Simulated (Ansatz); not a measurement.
Nb (bcc, W type)

Space group Im-3m (No. 229); a = b = c = 3.3029 Å, α = β = γ = 90.00°

```tsv
atom	site	symmetry	x	y	z
Nb	2a	m-3m	0.0000	0.0000	0.0000
```
(The calculation used a cell of 1 atom; values per cell refer to that cell.)

The volume is varied about the relaxed value V₀ at fixed cell shape. Symmetry pins the atoms to their sites.

Method: r2SCAN (plane waves to 500 eV, PAW, scalar-relativistic; Ansatz, a quantum-chemistry and plane-wave program). k mesh 20×20×20 (Γ-centred), Fermi-Dirac smearing 0.05 eV. The energy includes the smearing's −TS. Stress and pressure are positive under compression. Nb is run without spin polarisation. Nb was relaxed with its symmetry unable to fall. The PAW data are Ansatz's earlier set. ΔE is measured from the relaxed starting cell.

The scan covers V/V₀ from 0.900 to 1.100 in 13 points.

Q: What pressure does the cell carry at V/V₀ = 0.900?

A: 22.3 GPa.

Q: What is ΔE at V/V₀ = 0.900?

A: 115 meV/atom.

Q: What is ΔE at V/V₀ = 1.100?

A: 84 meV/atom.

(A scan under strain: stresses follow from slopes of the energy per volume, elastic moduli from its curvatures.)
